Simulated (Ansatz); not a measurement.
# 5 guesses for Ga3BAs2 and where they end

Computed with DFT PBE, scalar-relativistic, plane waves, PAW in Ansatz 0.2.0. Settings: cutoff 420 eV, Γ-centred meshes spaced at most about 0.3 Å⁻¹, and about 0.25 Å⁻¹ or finer for metals (2π included), Gaussian smearing. No spin polarisation in the final relaxations.

Each guess was relaxed in cell and atoms at zero pressure, within the symmetry of its start. Temperature and zero-point effects are left out. Coordination counts As or B atoms around Ga (for each partner element, those within 1.25 times its shortest distance or 1.15 times the sum of covalent radii, where it is the nearest in units of that sum or under 1.3; a plus sign parts groups by distance over the sum of covalent radii; the shortest distance is added where it exceeds 1.18 times the sum of covalent radii; a slash parts the counts of unlike sites).

| guess | made from | start group | V start (Å³/atom) | end group | V end (Å³/atom) | coordination at the end | gap on mesh (eV) | E over the lowest end (meV/atom) |
| --- | --- | --- | --- | --- | --- | --- | --- | --- |
| 1 | Zr2AlFe3 type | R-3m | 20.4 | R-3m | 18.2 | Ga 4 | 0 | 57 |
| 2 | random cell | Immm | 19.9 | Immm | 18.1 | Ga 4/3+4 | 0 | 0 |
| 3 | random cell | P-62m | 20.9 | P-62m | 37.6 | Ga 3 | 0 | 37 |
| 4 | ErCo3Ge2 type | P6mm | 17.2 | ? | ? | ? | ? | ? |
| 5 | LaB2Rh3 type | P6/mmm | 17.4 | P6/mmm | 22.4 | Ga 4 | 0 | 566 |

Guess 4 as it starts:

```cif
data_structure
_symmetry_space_group_name_H-M 'P 1'
_symmetry_Int_Tables_number 1
_cell_length_a 5.5367
_cell_length_b 5.5367
_cell_length_c 3.8888
_cell_angle_alpha 90.000
_cell_angle_beta 90.000
_cell_angle_gamma 120.000
_cell_volume 103.24
loop_
_atom_site_label
_atom_site_type_symbol
_atom_site_fract_x
_atom_site_fract_y
_atom_site_fract_z
_atom_site_occupancy
Ga1 Ga 0.50000 0.50000 0.45952 1
Ga2 Ga 0.50000 0.00000 0.45952 1
Ga3 Ga 0.00000 0.50000 0.45952 1
B1 B 0.00000 0.00000 0.88881 1
As1 As 0.66667 0.33333 0.96314 1
As2 As 0.33333 0.66667 0.96314 1
```

Question: Predict the end of this guess and its energy over the lowest end.

Answer: It ends in space group P6/mmm (No. 191), with a = 5.103 Å, c = 5.310 Å, 20.0 Å³/atom and no gap. It lies 0.40 eV/atom over the lowest end, above guess 1 and below guess 5. Counting As or B atoms around Ga, this end has Ga 6 from 2.6 Å and the lowest (guess 2) has Ga 4/3+4.

```
Ga B As
1.0
     5.10275    0.00000    0.00000
    -2.55137    4.41911    0.00000
     0.00000    0.00000    5.30991
Ga B As
3 1 2
Direct
  0.50000 0.50000 0.50000
  0.50000 0.00000 0.50000
  0.00000 0.50000 0.50000
  0.00000 0.00000 0.50000
  0.66667 0.33333 0.00000
  0.33333 0.66667 0.00000
```

Formation energies are uncorrected and refer to the elements' standard structures at the same level.

Question: Is the lowest end bound against the elements?

Answer: No: its formation energy is +0.37 eV/atom. The separate elements lie lower, so it is unstable against them.

Weakly bound directions are ill-defined at this level, which has no dispersion term (P-62m), and this can change margins and order among such cells. The reference form of As is held partly by dispersion forces, which this level lacks. Cells relaxed within their symmetry can be saddle points. A lower structure may well exist outside this small set. Some candidate types were left out of the draw beforehand, so a known form may be missing.
